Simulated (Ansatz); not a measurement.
Zone-centre phonons of SiGe₂: input and output

All numbers below come from DFT LDA, scalar-relativistic, plane waves, PAW in Ansatz.

Launched with:
```bash
ansatz run input.yaml --threads 1 --pin off --max-ram 1228MiB --backend cpu --events-out ev --progress --plain --runs-dir out
```

Input (bare energies are in eV):
```yaml
crystal:
  lattice:
    - [0.0, 3.041, 3.041]
    - [3.041, 0.0, 3.041]
    - [3.041, 3.041, 0.0]
  atoms:
    - { symbol: Si, position: [0.0, 0.0, 0.0] }
    - { symbol: Ge, position: [0.25, 0.25, 0.25] }
    - { symbol: Ge, position: [0.75, 0.75, 0.75] }
basis:
  ecutwfc: 420
kpoints:
  mp_grid: { grid: [12, 12, 12] }
hamiltonian:
  xc: lda
scf:
  occupations: { method: fermi_dirac, width: 0.15 }
output:
  eigenvalues: true
phonons:
  method: dfpt
  eigenvectors: true
```

The end of the output:
```
--- Phonons (Γ-DFPT): 2 representative perturbations + reference, on 163 of 1728 k-points (Σ response iterations 6) ---
  k mesh reduced under 8 symmetry operations, with k and −k counted as one. Each operation leaves every solved displacement unchanged or reverses it
  ASR residual: 7.283e-5 → 0.000e0 eV/Å²; symmetrization residual: 1.829e-6 eV/Å²
  ASR residual per site (eV/Å²): 1.82e-5 7.28e-5 7.28e-5
  Γ frequencies (cm⁻¹): 0.00 0.00 0.00 138.41 138.41 138.41 232.50 232.50 232.50
  non-analytic LO–TO correction: not included (Born effective charges unavailable; polar crystals: no LO–TO splitting at Γ)
```

The run took 31 s on 1 thread of Intel(R) Xeon(R) 6975P-C (Granite Rapids), with other jobs on the host, peak memory 0.89 GiB.

The cell is the ideal cubic antifluorite prototype; whether it is the stable structure of this composition wasn't checked. In a metal, frequencies and elastic constants depend on the k mesh and the smearing, soft modes and shear constants most.